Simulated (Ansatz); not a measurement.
Ge:
```yaml
crystal:
  lattice:
    - [5.94947, 0.00000, 0.00000]
    - [0.00000, 5.94947, 0.00000]
    - [0.00000, 0.00000, 7.08022]
  atoms:
    - { symbol: Ge, position: [0.08416, 0.08416, 0.00000] }
    - { symbol: Ge, position: [0.41584, 0.58416, 0.75000] }
    - { symbol: Ge, position: [0.91584, 0.91584, 0.50000] }
    - { symbol: Ge, position: [0.58416, 0.41584, 0.25000] }
    - { symbol: Ge, position: [0.16936, 0.37273, 0.24440] }
    - { symbol: Ge, position: [0.12727, 0.66936, 0.99440] }
    - { symbol: Ge, position: [0.83064, 0.62727, 0.74440] }
    - { symbol: Ge, position: [0.87273, 0.33064, 0.49440] }
    - { symbol: Ge, position: [0.66936, 0.12727, 0.00560] }
    - { symbol: Ge, position: [0.62727, 0.83064, 0.25560] }
    - { symbol: Ge, position: [0.33064, 0.87273, 0.50560] }
    - { symbol: Ge, position: [0.37273, 0.16936, 0.75560] }
```

Relaxed with r²SCAN. Special points in fractions of this cell's reciprocal vectors: Γ (0.000, 0.000, 0.000); X (0.000, 0.500, 0.000); M (0.500, 0.500, 0.000); Z (0.000, 0.000, 0.500); R (0.000, 0.500, 0.500); A (0.500, 0.500, 0.500).

Q: List the band energies nearest the valence-band maximum at these points for plane-wave PAW r²SCAN with spin–orbit coupling (Ansatz code).

A: In eV from the valence-band maximum; about four levels below and three above (degenerate sets whole), none deeper than 8.9 eV; points with the same levels are listed once.

```csv
k,below,above
Γ,-0.97 -0.97 -0.27 -0.27,1.73 1.73 1.94 1.94 1.95 1.95
X,-0.19 -0.19 -0.16 -0.16,1.52 1.52 1.52 1.52
M,-0.21 -0.21 -0.21 -0.21,1.41 1.41 1.41 1.41
Z,-0.80 -0.80 -0.79 -0.79,1.11 1.11 1.15 1.15
R,-0.63 -0.63 -0.63 -0.63,1.12 1.12 1.12 1.12
A,-1.10 -1.10 -1.09 -1.09,1.54 1.54 1.57 1.57
```

Space group P4_32_12. The workflow started from a Materials Project entry (that database holds measured and hypothetical structures alike); the Crystallography Open Database files this formula in space group No. 96, but the cells were not matched. It is not the phase usual at ambient conditions (space group No. 227). The cell was relaxed with r²SCAN under the symmetry of its start; its stability against distortions is not shown here.

Potentials: the earlier of the program's two PAW sets.
